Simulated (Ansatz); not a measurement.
Ni (hcp, Mg type)

```xyz
2
Lattice="2.4460 0.0000 0.0000 -1.2230 2.1183 0.0000 0.0000 0.0000 4.0695" Properties=species:S:1:pos:R:3 pbc="T T T"
Ni     0.0000     1.4122     1.0174
Ni     1.2230     0.7061     3.0521
```

E(V) scan at fixed shape, V₀ the volume above. Symmetry pins the atoms to their sites.

The numbers are results of r2SCAN (plane waves to 500 eV, PAW, scalar-relativistic; Ansatz, a quantum-chemistry and plane-wave program), not measurements. k mesh 22×22×12 (Γ-centred), Fermi-Dirac smearing 0.05 eV. E stands for the smeared free energy. Stress and pressure are positive under compression. With the shape held, the modulus is that of even scaling; a crystal free to change shape is softer. Ni was relaxed with its symmetry unable to fall. Relaxed Ni ends ferromagnetic. This is one of several known forms of Ni; the measured ambient cells at hand have space group No. 225. Other magnetic orders were not checked, so this need not be the ground state. ΔE is measured from the relaxed starting cell. The last digit holds for this mesh only.

| V (Å³/atom) | ΔE (meV/atom) |
|---|---|
| 9.910 | 28.4 |
| 10.036 | 17.7 |
| 10.163 | 9.7 |
| 10.289 | 4.2 |
| 10.416 | 1.0 |
| 10.543 | 0.0 |
| 10.669 | 1.0 |
| 10.796 | 3.8 |
| 10.922 | 8.4 |
| 11.049 | withheld |
| 11.175 | 22.3 |

### Question
Fit a third-order Birch-Murnaghan form (E₀, V₀, B₀, B₀′ free) to the given rows and predict ΔE at V = 11.049.

### Answer
Least squares on the 10 given rows: ΔE = E₀ + (9V₀B₀/16)·y²·[2 + (B₀′ − 4)y], y = (V₀/V)^(2/3) − 1, with V₀ = 10.542 Å³/atom, B₀ = 211.8 GPa (160.2 GPa = 1 eV/Å³; the term in eV is multiplied by 1000), B₀′ = 5.09, E₀ = -0.02 meV/atom; root-mean-square residual 0.02 meV/atom. At 11.049 the fit gives 14.6 meV/atom; the calculation gives 14.6 meV/atom, the same to the digits shown. For the pressure the fit gives -8.8 GPa against the computed -8.8 GPa.

(A scan under strain: stresses follow from slopes of the energy per volume, elastic moduli from its curvatures.)
